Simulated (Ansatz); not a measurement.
## K2HgC4N4: gradients before and after relaxing the atoms

Start: a structure deposited in the COD.

Space group Fd-3m:1 (No. 227); a = 12.7600 Å.

| site | Wyckoff | site symmetry | x | y | z |
| --- | --- | --- | --- | --- | --- |
| K | 16c | .-3m | 0.6250 | 0.6250 | 0.1250 |
| Hg | 8b | -43m | 0.0000 | 0.0000 | 0.5000 |
| C | 32e | .3m | 0.3400 | 0.3400 | 0.8400 |
| N | 32e | .3m | 0.4000 | 0.4000 | 0.9000 |

One atom of each set is listed; the run and its k-mesh use a cell of 22 atoms with edges of 9.02, 9.02, 9.02 Å.

Level of theory: DFT, PBE, plane waves and PAW, scalar-relativistic, 420 eV cutoff, Γ-centred 5×5×5 k-points, Fermi–Dirac smearing 0.05 eV (Ansatz 0.2.0).

The largest force at the start is 13 eV/Å. Relaxing the ions at fixed cell moves them by 0.192 Å at most (atom 8, C) and 0.117 Å rms. End positions:

K (0.6250, 0.6250, 0.1250)
Hg (0.0000, 0.0000, 0.5000)
C (0.3487, 0.3487, 0.8487)
N (0.4015, 0.4015, 0.9015)

```csv
site,moved (Å),first shell before,first shell after,V_zz before (10²¹ V/m²),η before
K,0.000,6 N at 2.91 Å,6 N at 2.89 Å,-1.63,0.00
C,0.192,"1 N at 1.33 Å, 1 Hg at 1.99 Å, angle 180°","1 N at 1.17 Å, 1 Hg at 2.18 Å, angle 180°",-4.82,0.00
N,0.034,1 C at 1.33 Å,1 C at 1.17 Å,-4.83,0.00
```

Problem. How do the gradients change?

Solution. 

```tsv
site	V_zz after	η after	change of V_zz
K	-2.14	0.00	-0.51
C	-5.70	0.00	-0.88
N	-8.20	0.00	-3.37
```

The largest change of V_zz is on N, from -4.83 to -8.20. In per cent, |V_zz| changes by +31 on K, +18 on C, +70 on N (all sites that start above 0.5). Sites without a gradient aren't listed. Forces this large mark an entry whose positions are poorly determined or wrongly transcribed.

Without spin–orbit coupling the gradients at and beside Hg can be off by some per cent, at some sites by more.
Before: The database positions are far from the calculated equilibrium, so these values describe the entry as written and may be far from the real compound's.
After: The database positions were far from equilibrium, so the relaxed structure may not be the compound's real one.
